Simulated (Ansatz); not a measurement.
**Band table of La3Bi (L12 type)**

```
CELL_PARAMETERS angstrom
4.61954 0.00000 0.00000
0.00000 4.61954 0.00000
0.00000 0.00000 4.61954
ATOMIC_POSITIONS crystal
Bi 0.00000 0.00000 0.00000
La 0.00000 0.50000 0.50000
La 0.50000 0.00000 0.50000
La 0.50000 0.50000 0.00000
```

The cell comes from a relaxation on PAW files under the same functional, begun from a prototype that needn't be the stable phase.

Level of theory: DFT with PBEsol, scalar-relativistic, in Ansatz 0.2.0; a Γ-centred 7×7×7 k mesh, Fermi–Dirac smearing of 0.05 eV, no spin polarisation. LAPW: all electrons, basis error target 0.5 meV/atom.

This run: volume at 0.8 of the series' base cell.

Spin–orbit coupling is left out, which matters for the heavy atoms.

Path points, in fractions of the reciprocal vectors: Γ (0.000, 0.000, 0.000), X (0.000, 0.500, 0.000), M (0.500, 0.500, 0.000), R (0.500, 0.500, 0.500). The distance column jumps between branches of the path. Levels in eV from the Fermi level; bands 42 to 73, counted from the lowest band of the run. The gap is zero, the pressure 17.44 GPa.

```
# k(1/Å) point b42 b43 b44 b45 b46 b47 b48 b49 b50 b51 b52 b53 b54 b55 b56 b57 b58 b59 b60 b61 b62 b63 b64 b65 b66 b67 b68 b69 b70 b71 b72 b73
0.000 Γ -22.52 -22.52 -22.52 -22.49 -22.49 -17.50 -17.50 -17.50 -15.77 -15.77 -15.77 -14.82 -14.82 -14.82 -11.59 -3.10 -1.85 -1.85 -1.66 -1.66 -1.66 -0.95 -0.95 -0.95 1.53 2.36 2.36 2.36 2.48 2.48 2.48 2.62
0.085 - -22.52 -22.52 -22.52 -22.49 -22.49 -17.49 -17.49 -17.49 -15.77 -15.77 -15.77 -14.86 -14.83 -14.83 -11.54 -3.04 -1.98 -1.79 -1.71 -1.71 -1.65 -0.90 -0.88 -0.88 1.50 2.34 2.36 2.36 2.47 2.47 2.47 2.71
0.170 - -22.52 -22.52 -22.52 -22.49 -22.49 -17.45 -17.45 -17.45 -15.79 -15.79 -15.78 -14.99 -14.87 -14.87 -11.41 -2.89 -2.33 -1.85 -1.85 -1.63 -1.61 -0.77 -0.70 -0.70 1.41 2.27 2.38 2.38 2.46 2.46 2.47 2.77
0.255 - -22.52 -22.52 -22.52 -22.50 -22.49 -17.38 -17.38 -17.38 -15.83 -15.83 -15.80 -15.19 -14.92 -14.92 -11.22 -2.89 -2.56 -2.02 -2.02 -1.56 -1.36 -0.55 -0.42 -0.42 1.27 2.14 2.39 2.39 2.45 2.46 2.46 2.76
0.340 - -22.53 -22.53 -22.52 -22.50 -22.49 -17.29 -17.29 -17.28 -15.89 -15.89 -15.82 -15.42 -14.97 -14.97 -11.00 -3.35 -2.26 -2.20 -2.20 -1.48 -1.01 -0.23 -0.06 -0.06 1.10 1.96 2.36 2.36 2.42 2.47 2.47 2.71
0.425 - -22.53 -22.53 -22.52 -22.51 -22.48 -17.19 -17.19 -17.15 -15.97 -15.97 -15.84 -15.66 -15.01 -15.01 -10.78 -3.80 -2.37 -2.37 -1.90 -1.40 -0.60 0.16 0.35 0.35 0.93 1.71 2.29 2.29 2.35 2.50 2.50 2.62
0.510 - -22.53 -22.53 -22.52 -22.51 -22.48 -17.09 -17.09 -17.01 -16.06 -16.06 -15.90 -15.86 -15.04 -15.04 -10.58 -4.17 -2.50 -2.50 -1.52 -1.32 -0.16 0.60 0.77 0.80 0.80 1.44 2.16 2.16 2.23 2.46 2.53 2.53
0.595 - -22.54 -22.54 -22.52 -22.51 -22.48 -17.00 -17.00 -16.88 -16.14 -16.14 -16.09 -15.87 -15.06 -15.06 -10.45 -4.41 -2.58 -2.58 -1.26 -1.22 0.21 0.67 1.00 1.23 1.23 1.23 1.96 1.96 2.08 2.20 2.56 2.56
0.680 X -22.54 -22.54 -22.52 -22.51 -22.48 -16.97 -16.97 -16.81 -16.18 -16.18 -16.18 -15.88 -15.07 -15.07 -10.40 -4.49 -2.61 -2.61 -1.24 -1.09 0.37 0.63 1.02 1.36 1.52 1.52 1.76 1.76 2.00 2.02 2.57 2.57
0.765 - -22.54 -22.54 -22.52 -22.51 -22.48 -16.99 -16.95 -16.86 -16.21 -16.17 -16.17 -15.79 -15.09 -15.06 -10.40 -4.44 -2.68 -2.62 -1.19 -1.05 0.33 0.68 1.02 1.13 1.52 1.71 1.79 1.81 2.02 2.06 2.56 2.58
0.850 - -22.54 -22.53 -22.52 -22.51 -22.48 -17.04 -16.99 -16.91 -16.25 -16.16 -16.15 -15.60 -15.16 -15.05 -10.42 -4.29 -2.84 -2.66 -1.03 -0.95 0.22 0.82 0.85 1.04 1.53 1.85 1.86 1.91 2.12 2.15 2.50 2.58
0.935 - -22.54 -22.53 -22.52 -22.51 -22.48 -17.15 -17.11 -16.84 -16.26 -16.14 -16.14 -15.40 -15.27 -15.03 -10.44 -4.05 -3.07 -2.70 -0.80 -0.79 0.05 0.60 0.97 1.10 1.55 1.92 1.96 2.04 2.26 2.27 2.39 2.56
1.020 - -22.54 -22.53 -22.52 -22.51 -22.48 -17.30 -17.17 -16.74 -16.27 -16.15 -16.12 -15.41 -15.20 -14.98 -10.46 -3.75 -3.30 -2.73 -0.65 -0.46 -0.11 0.46 1.10 1.16 1.57 1.95 2.11 2.17 2.23 2.35 2.37 2.48
1.105 - -22.54 -22.53 -22.52 -22.50 -22.48 -17.43 -17.23 -16.61 -16.26 -16.18 -16.10 -15.57 -15.04 -14.93 -10.48 -3.51 -3.41 -2.75 -0.55 -0.25 -0.07 0.43 1.18 1.22 1.58 1.94 2.07 2.22 2.26 2.36 2.37 2.45
1.190 - -22.54 -22.53 -22.51 -22.50 -22.48 -17.53 -17.27 -16.47 -16.26 -16.22 -16.09 -15.75 -14.91 -14.88 -10.50 -3.67 -3.09 -2.77 -0.50 -0.35 0.35 0.47 1.24 1.25 1.55 1.85 2.04 2.17 2.20 2.32 2.39 2.50
1.275 - -22.54 -22.53 -22.51 -22.50 -22.48 -17.59 -17.29 -16.31 -16.26 -16.25 -16.07 -15.93 -14.85 -14.83 -10.51 -3.78 -2.86 -2.77 -0.45 -0.40 0.43 0.76 1.27 1.27 1.44 1.89 2.04 2.07 2.10 2.22 2.48 2.52
1.360 M -22.54 -22.54 -22.51 -22.50 -22.48 -17.61 -17.30 -16.26 -16.26 -16.18 -16.07 -16.07 -14.83 -14.81 -10.52 -3.81 -2.77 -2.77 -0.42 -0.42 0.39 1.04 1.27 1.27 1.27 2.01 2.02 2.06 2.07 2.07 2.51 2.51
1.480 - -22.53 -22.53 -22.51 -22.50 -22.48 -17.58 -17.28 -16.39 -16.28 -16.22 -16.06 -15.87 -14.89 -14.83 -10.51 -3.74 -2.95 -2.76 -0.60 -0.26 0.45 0.66 1.08 1.26 1.64 1.83 2.01 2.10 2.21 2.24 2.46 2.51
1.601 - -22.53 -22.53 -22.52 -22.50 -22.49 -17.53 -17.15 -16.63 -16.36 -16.11 -16.03 -15.63 -15.08 -14.83 -10.51 -3.54 -3.29 -2.72 -0.95 0.19 0.21 0.22 0.63 1.35 1.64 1.94 2.20 2.22 2.30 2.38 2.39 2.44
1.721 - -22.53 -22.53 -22.52 -22.50 -22.49 -17.52 -16.87 -16.87 -16.51 -15.98 -15.95 -15.40 -15.31 -14.84 -10.57 -3.53 -3.23 -2.67 -1.36 -0.35 -0.12 0.08 0.67 1.54 1.59 1.91 2.01 2.31 2.40 2.43 2.48 2.49
1.841 - -22.53 -22.53 -22.53 -22.50 -22.49 -17.53 -17.08 -16.75 -16.50 -15.92 -15.77 -15.50 -15.21 -14.84 -10.72 -3.48 -2.86 -2.58 -1.80 -0.90 -0.47 -0.36 0.63 1.17 1.70 1.83 1.93 2.38 2.42 2.44 2.47 2.61
1.961 - -22.53 -22.52 -22.52 -22.50 -22.49 -17.53 -17.26 -17.02 -16.15 -15.86 -15.63 -15.52 -15.04 -14.83 -10.98 -3.12 -2.47 -2.44 -2.25 -1.31 -0.96 -0.52 0.22 0.28 1.50 2.12 2.15 2.42 2.44 2.44 2.45 2.71
2.081 - -22.52 -22.52 -22.52 -22.49 -22.49 -17.52 -17.39 -17.27 -15.92 -15.81 -15.71 -15.21 -14.92 -14.83 -11.27 -2.74 -2.44 -2.23 -2.10 -1.59 -1.34 -0.66 -0.48 -0.27 1.42 2.26 2.29 2.39 2.45 2.46 2.46 2.78
2.202 - -22.52 -22.52 -22.52 -22.49 -22.49 -17.51 -17.48 -17.44 -15.80 -15.78 -15.75 -14.93 -14.84 -14.82 -11.50 -2.99 -1.99 -1.93 -1.80 -1.72 -1.58 -0.91 -0.84 -0.72 1.48 2.33 2.35 2.37 2.47 2.47 2.47 2.75
2.322 Γ -22.52 -22.52 -22.52 -22.49 -22.49 -17.50 -17.50 -17.50 -15.77 -15.77 -15.77 -14.82 -14.82 -14.82 -11.59 -3.10 -1.85 -1.85 -1.66 -1.66 -1.66 -0.95 -0.95 -0.95 1.53 2.36 2.36 2.36 2.48 2.48 2.48 2.62
2.469 - -22.52 -22.52 -22.52 -22.49 -22.49 -17.53 -17.43 -17.43 -15.81 -15.81 -15.73 -15.00 -14.83 -14.83 -11.46 -2.94 -2.05 -1.96 -1.96 -1.61 -1.61 -0.94 -0.66 -0.66 1.45 2.33 2.35 2.35 2.47 2.47 2.47 2.76
2.616 - -22.52 -22.52 -22.52 -22.49 -22.49 -17.58 -17.23 -17.23 -15.93 -15.93 -15.64 -15.45 -14.86 -14.86 -11.15 -2.98 -2.54 -2.13 -2.13 -1.39 -1.39 -0.58 -0.05 -0.05 1.33 2.25 2.30 2.30 2.44 2.46 2.46 2.76
2.764 - -22.53 -22.52 -22.52 -22.49 -22.49 -17.66 -16.97 -16.97 -16.06 -16.06 -16.04 -15.50 -14.87 -14.87 -10.84 -3.75 -2.22 -2.22 -2.10 -1.05 -1.05 0.09 0.66 0.66 1.28 2.13 2.14 2.14 2.37 2.44 2.44 2.66
2.911 - -22.53 -22.52 -22.52 -22.49 -22.49 -17.75 -16.88 -16.88 -16.62 -15.99 -15.99 -15.32 -14.86 -14.86 -10.73 -4.04 -2.17 -2.17 -1.70 -0.64 -0.64 0.66 1.13 1.13 1.61 1.89 1.89 1.97 2.25 2.41 2.41 2.58
3.058 - -22.52 -22.52 -22.52 -22.49 -22.49 -17.88 -17.08 -17.04 -17.04 -15.63 -15.63 -15.13 -14.84 -14.84 -10.89 -3.72 -2.00 -2.00 -1.36 -0.25 -0.25 0.76 0.76 0.87 1.79 2.03 2.06 2.06 2.20 2.33 2.33 2.52
3.205 - -22.51 -22.51 -22.51 -22.48 -22.48 -18.07 -17.33 -17.24 -17.24 -15.23 -15.23 -14.97 -14.83 -14.83 -11.19 -2.93 -1.73 -1.73 -1.12 -0.44 -0.44 0.69 0.69 1.07 1.67 1.73 2.14 2.14 2.25 2.25 2.43 2.51
3.353 - -22.51 -22.51 -22.51 -22.48 -22.48 -18.25 -17.42 -17.39 -17.39 -14.93 -14.93 -14.86 -14.82 -14.82 -11.45 -1.96 -1.46 -1.46 -1.04 -0.95 -0.95 1.07 1.07 1.27 1.45 1.64 1.89 1.89 2.31 2.31 2.48 2.55
3.500 R -22.50 -22.50 -22.50 -22.48 -22.48 -18.33 -17.44 -17.44 -17.44 -14.82 -14.82 -14.82 -14.82 -14.82 -11.56 -1.28 -1.28 -1.28 -1.22 -1.22 -1.22 1.35 1.35 1.35 1.37 1.67 1.67 1.67 2.32 2.32 2.37 2.57
3.620 - -22.51 -22.51 -22.51 -22.48 -22.48 -18.28 -17.43 -17.41 -17.39 -14.92 -14.85 -14.84 -14.84 -14.83 -11.49 -1.71 -1.62 -1.27 -1.11 -1.01 -0.99 1.15 1.15 1.30 1.41 1.62 1.84 1.85 2.31 2.32 2.48 2.54
3.740 - -22.51 -22.51 -22.51 -22.49 -22.48 -18.14 -17.42 -17.33 -17.25 -15.19 -14.94 -14.90 -14.90 -14.86 -11.30 -2.38 -2.07 -1.41 -0.92 -0.77 -0.68 0.81 0.89 1.25 1.51 1.60 2.07 2.09 2.27 2.30 2.48 2.49
3.860 - -22.52 -22.52 -22.51 -22.49 -22.48 -17.94 -17.38 -17.19 -17.01 -15.57 -15.10 -15.00 -14.99 -14.90 -11.04 -2.99 -2.59 -1.62 -0.97 -0.44 -0.11 0.48 0.67 1.24 1.37 1.90 2.11 2.28 2.30 2.31 2.44 2.47
3.981 - -22.52 -22.52 -22.52 -22.50 -22.48 -17.71 -17.31 -17.01 -16.71 -15.99 -15.31 -15.14 -15.09 -14.95 -10.77 -3.36 -3.14 -1.88 -1.05 -0.05 0.24 0.44 0.50 0.97 1.22 2.12 2.19 2.27 2.37 2.37 2.39 2.51
4.101 - -22.53 -22.53 -22.52 -22.50 -22.48 -17.46 -17.20 -16.80 -16.41 -16.38 -15.55 -15.31 -15.17 -14.99 -10.57 -3.66 -3.41 -2.15 -1.10 0.10 0.15 0.36 0.68 0.89 1.07 2.17 2.26 2.29 2.29 2.36 2.38 2.46
4.221 - -22.53 -22.53 -22.52 -22.51 -22.48 -17.23 -17.06 -16.70 -16.56 -16.21 -15.82 -15.52 -15.18 -15.03 -10.46 -4.10 -3.17 -2.39 -1.13 -0.53 0.19 0.69 0.77 0.96 1.21 2.06 2.07 2.11 2.19 2.20 2.46 2.57
4.341 - -22.54 -22.54 -22.52 -22.51 -22.48 -17.05 -16.90 -16.90 -16.33 -16.17 -16.06 -15.73 -15.11 -15.06 -10.41 -4.39 -2.80 -2.55 -1.18 -0.98 0.30 0.71 1.00 1.04 1.43 1.82 1.86 1.86 2.03 2.08 2.55 2.58
4.462 X -22.54 -22.54 -22.52 -22.51 -22.48 -16.97 -16.97 -16.81 -16.18 -16.18 -16.18 -15.88 -15.07 -15.07 -10.40 -4.49 -2.61 -2.61 -1.24 -1.09 0.37 0.63 1.02 1.36 1.52 1.52 1.76 1.76 2.00 2.02 2.57 2.57
5.423 R -22.50 -22.50 -22.50 -22.48 -22.48 -18.33 -17.44 -17.44 -17.44 -14.82 -14.82 -14.82 -14.82 -14.82 -11.56 -1.28 -1.28 -1.28 -1.22 -1.22 -1.22 1.35 1.35 1.35 1.37 1.67 1.67 1.67 2.32 2.32 2.37 2.57
5.508 - -22.51 -22.51 -22.50 -22.48 -22.48 -18.30 -17.45 -17.42 -17.42 -14.86 -14.84 -14.84 -14.82 -14.82 -11.52 -1.49 -1.49 -1.35 -1.22 -1.03 -1.03 1.24 1.24 1.33 1.36 1.63 1.78 1.78 2.32 2.32 2.45 2.55
5.593 - -22.51 -22.51 -22.50 -22.48 -22.48 -18.23 -17.47 -17.34 -17.34 -14.97 -14.92 -14.92 -14.82 -14.82 -11.42 -1.75 -1.75 -1.69 -1.06 -0.85 -0.85 1.09 1.09 1.22 1.42 1.56 1.95 1.95 2.30 2.31 2.49 2.50
5.678 - -22.51 -22.51 -22.50 -22.49 -22.48 -18.11 -17.50 -17.23 -17.23 -15.15 -15.05 -15.05 -14.83 -14.81 -11.27 -2.15 -2.01 -2.01 -0.81 -0.69 -0.69 0.98 0.98 1.09 1.49 1.50 2.10 2.10 2.28 2.30 2.46 2.46
5.763 - -22.52 -22.52 -22.51 -22.49 -22.48 -17.95 -17.53 -17.07 -17.07 -15.37 -15.22 -15.22 -14.83 -14.81 -11.07 -2.64 -2.26 -2.26 -0.56 -0.56 -0.49 0.94 0.94 0.95 1.42 1.60 2.21 2.21 2.25 2.28 2.42 2.42
5.848 - -22.53 -22.53 -22.51 -22.50 -22.48 -17.76 -17.56 -16.88 -16.88 -15.62 -15.42 -15.42 -14.83 -14.81 -10.87 -3.10 -2.48 -2.48 -0.48 -0.48 -0.13 0.84 0.99 0.99 1.36 1.71 2.21 2.23 2.23 2.25 2.43 2.43
5.933 - -22.53 -22.53 -22.51 -22.50 -22.48 -17.59 -17.55 -16.66 -16.66 -15.88 -15.65 -15.65 -14.83 -14.81 -10.69 -3.48 -2.64 -2.64 -0.44 -0.44 0.20 0.81 1.10 1.10 1.31 1.82 2.16 2.18 2.18 2.19 2.47 2.47
6.018 - -22.53 -22.53 -22.51 -22.50 -22.48 -17.61 -17.38 -16.43 -16.43 -16.09 -15.89 -15.89 -14.83 -14.81 -10.56 -3.72 -2.74 -2.74 -0.42 -0.42 0.36 0.94 1.22 1.22 1.28 1.93 2.09 2.10 2.10 2.11 2.50 2.50
6.103 M -22.54 -22.54 -22.51 -22.50 -22.48 -17.61 -17.30 -16.26 -16.26 -16.18 -16.07 -16.07 -14.83 -14.81 -10.52 -3.81 -2.77 -2.77 -0.42 -0.42 0.39 1.04 1.27 1.27 1.27 2.01 2.02 2.06 2.07 2.07 2.51 2.51
```
